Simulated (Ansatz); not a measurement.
BaCo₂Ge₂:
```xyz
5
Lattice="-1.9910 1.9910 6.1733 1.9910 -1.9910 6.1733 1.9910 1.9910 -6.1733" Properties=species:S:1:pos:R:3 pbc="T T T"
Ba     0.0000     0.0000     0.0000
Co     0.0000     1.9910     3.0867
Co     1.9910     0.0000     3.0867
Ge     0.0000     0.0000     8.1040
Ge     0.0000     0.0000     4.2427
```

Relaxed with r²SCAN. Special points in fractions of this cell's reciprocal vectors: Γ (0.000, 0.000, 0.000); X (0.000, 0.000, 0.500); P (0.250, 0.250, 0.250); N (0.000, 0.500, 0.000); M (0.500, 0.500, -0.500); S (0.276, 0.724, -0.276); S0 (-0.276, 0.276, 0.276); R (-0.052, 0.052, 0.500); G (0.500, 0.500, -0.052).

Problem. List the band energies nearest the Fermi level at these points for r²SCAN (plane waves, PAW; program Ansatz).

Solution. In eV from the Fermi level; about four levels below and three above (degenerate sets whole), none deeper than 8.9 eV; points with the same levels are listed once.

```
k                          below           above
-  -----------------------------  --------------
Γ        -0.83 -0.31 -0.31 -0.03  0.76 3.73 3.73
X        -1.04 -0.82 -0.82 -0.14  0.10 0.33 0.45
P        -0.82 -0.82 -0.63 -0.63  0.06 0.42 0.42
N        -1.45 -1.39 -0.84 -0.78  1.19 1.55 1.72
M        -0.87 -0.03 -0.03 -0.03  0.12 0.90 1.26
S  -1.40 -1.39 -1.38 -1.03 -0.44  0.98 1.49 2.31
R        -1.12 -0.83 -0.69 -0.16  0.02 0.46 0.47
```

Space group I4/mmm. The first step of the workflow began from a Materials Project structure, measured or hypothetical; the Crystallography Open Database copy checked does not list it. Whether it is the stable phase at ambient conditions was not checked. The cell was relaxed with r²SCAN under the symmetry of its start; its stability against distortions is not shown here. No spin polarisation was allowed. Spin–orbit coupling is left out wherever it is not named.

Potentials: the later of the program's two PAW sets.
